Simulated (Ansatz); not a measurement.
LuF$_{3}$:
```xyz
24
Lattice="6.6425 0.0000 0.0000 -3.3213 5.7526 0.0000 0.0000 0.0000 6.8376" Properties=species:S:1:pos:R:3 pbc="T T T"
Lu     2.3049     0.0000     5.1282
Lu     4.3376     0.0000     1.7094
Lu    -1.1525     1.9961     5.1282
Lu    -2.1688     3.7565     1.7094
Lu     2.1688     3.7565     5.1282
Lu     1.1525     1.9961     1.7094
F      0.0000     0.0000     5.1282
F      0.0000     0.0000     1.7094
F      0.0000     3.8351     4.6641
F      3.3213     1.9175     2.1735
F      3.3213     1.9175     5.5922
F      0.0000     3.8351     1.2453
F      1.4822     1.7566     3.9537
F      1.8391     3.9960     2.8839
F      4.3802     0.4053     3.9537
F     -1.0589     5.3473     2.8839
F      4.1014     3.5907     3.9537
F     -0.7801     2.1619     2.8839
F      0.7801     2.1619     6.3027
F      2.5411     3.5907     0.5349
F     -1.8391     3.9960     6.3027
F      5.1603     1.7566     0.5349
F      1.0589     5.3473     6.3027
F      2.2623     0.4053     0.5349
```

Relaxed with PBEsol. Special points in fractions of this cell's reciprocal vectors: Γ (0.000, 0.000, 0.000); M (0.500, 0.000, 0.000); K (0.333, 0.333, 0.000); A (0.000, 0.000, 0.500); L (0.500, 0.000, 0.500); H (0.333, 0.333, 0.500).

Q: List the band energies nearest the valence-band maximum at these points for DFT-PBEsol with spin–orbit coupling in the program Ansatz with PAW potentials.

A: In eV from the valence-band maximum; about four levels below and three above (degenerate sets whole), none deeper than 8.9 eV; points with the same levels are listed once.

| k | below | above |
|---|---|---|
| Γ | -0.09 -0.09 -0.08 -0.08 -0.06 -0.06 | 7.37 7.37 7.82 7.82 |
| M | -0.03 -0.03 0.00 0.00 | 7.94 7.94 8.06 8.06 |
| K | -0.02 -0.02 -0.01 -0.01 | 8.02 8.02 8.07 8.07 |
| A | -0.11 -0.11 -0.11 -0.11 | 8.09 8.09 8.09 8.09 |
| L | -0.09 -0.09 -0.09 -0.09 | 8.10 8.10 8.10 8.10 |
| H | -0.11 -0.11 -0.11 -0.11 | 8.17 8.17 8.20 8.20 8.20 8.20 |

Space group P-3c1. The workflow started from a Materials Project entry (that database holds measured and hypothetical structures alike); the Crystallography Open Database copy checked does not list it. Its standing as an ambient phase is unchecked. The cell was relaxed with PBEsol under the symmetry of its start; of distortions, only those at the zone centre were tested.

Potentials: the later of the program's two PAW sets.
